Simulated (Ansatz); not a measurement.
Starting cell, TiB$_{2}$ (AlB2 type, space group P6/mmm):

```xyz
6
Lattice="6.0640 0.0000 0.0000 -1.5160 2.6258 0.0000 0.0000 0.0000 3.2243" Properties=species:S:1:pos:R:3 pbc="T T T"
Ti     0.0000     0.0000     0.0000
Ti     3.0320     0.0000     0.0000
B      0.0000     1.7505     1.6122
B      3.0320     1.7505     1.6122
B      1.5160     0.8753     1.6122
B      4.5480     0.8753     1.6122
```

The atoms are displaced by Q × the pattern below (from a DFPT mode at M = (0.5, 0.0, 0.0), largest move 1; Q in Å), at fixed cell. (q is in reciprocal vectors of the primitive cell; the cell shown is doubled to hold the pattern.)

```csv
atom,x,y,z
B3,0.500,-0.866,0.000
B4,-0.500,0.866,0.000
B5,0.500,-0.866,0.000
B6,-0.500,0.866,0.000
```

Atoms not listed stay in place.

Calculation: PBE (plane waves to 420 eV, PAW, scalar-relativistic; Ansatz, a quantum-chemistry and plane-wave program). k mesh 9×18×14 (Γ-centred), Fermi-Dirac smearing 0.05 eV. E stands for the smeared free energy. With partly filled bands, energies and forces of such displacements shift with the k mesh and the smearing. TiB2 is run without spin polarisation. TiB2 was relaxed with its symmetry unable to fall. ΔE is measured from the undisplaced structure. The last digit holds for this mesh only.

| Q (Å) | ΔE (meV/cell) |
|---|---|
| -0.1000 | 211.7 |
| -0.0833 | withheld |
| -0.0667 | 94.1 |
| -0.0500 | 52.9 |
| -0.0333 | 23.5 |
| -0.0167 | 5.9 |
| 0.0000 | 0.0 |
| 0.0167 | 5.9 |
| 0.0333 | 23.5 |
| 0.0500 | 52.9 |
| 0.0667 | 94.1 |
| 0.0833 | withheld |
| 0.1000 | 211.7 |

Q: Fit an even polynomial form (powers 2, 4) to the given rows and predict ΔE at Q = 0.0833.

A: Least squares on the 11 given rows: ΔE = (21150)·Q² + (2074)·Q⁴, in meV/cell with Q in Å; root-mean-square residual 0.02 meV/cell. At 0.0833 the fit gives 146.9 meV/cell; the calculation gives 147.0 meV/cell, so the interpolation is off by -0.1 (-0.1 %). The quadratic term alone would give 146.8 meV/cell.

(A displaced cell: forces are minus the slopes of the energy, force constants its curvatures, and phonons follow from these.)
